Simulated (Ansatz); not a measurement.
**How much do the gradients of SiC depend on the method?**

Cell: a refined structure from the COD, its atoms then relaxed with PBE in this cell.

Space group Cmc2_1 (No. 36); a = 3.0778, b = 5.3350, c = 15.1219 Å.

```
site  Wyckoff  site symmetry       x       y       z
 Si1       4a            m..  0.5000  0.3333  0.1423
 Si3       4a            m..  0.5000  0.9999  0.4755
 Si5       4a            m..  0.5000  0.6666  0.3088
  C7       4a            m..  0.5000  0.9998  0.3502
  C9       4a            m..  0.5000  0.3334  0.0173
 C11       4a            m..  0.5000  0.6666  0.1838
```

One atom of each set is listed; the run and its k-mesh use a cell of 12 atoms with edges of 3.08, 3.08, 15.12 Å.

First run. The numbers come from a DFT calculation in Ansatz (PBE, plane waves and PAW, scalar-relativistic, 420 eV cutoff, Γ-centred 10×10×2 k-points, Fermi–Dirac smearing 0.02 eV).

```
site  V_zz (10²¹ V/m²)     η
 Si1              0.22  0.01
 Si3            -0.056  0.07
 Si5              0.26  0.01
  C7              0.21  0.06
  C9             0.065  0.20
 C11             0.031  0.41
```

Second run. The same atoms and settings, except that the functional is r2SCAN and the cutoff is 500 eV.

Task: Given the first result, estimate the second.

Result: 

```tsv
site	V_zz	η	change of V_zz
Si1	0.21	0.01	-0.01
Si3	-0.050	0.06	+0.01
Si5	0.28	0.01	+0.02
C7	0.21	0.06	0.00
C9	0.058	0.23	-0.01
C11	0.029	0.46	0.00
```

No V_zz moves by more than 0.02.
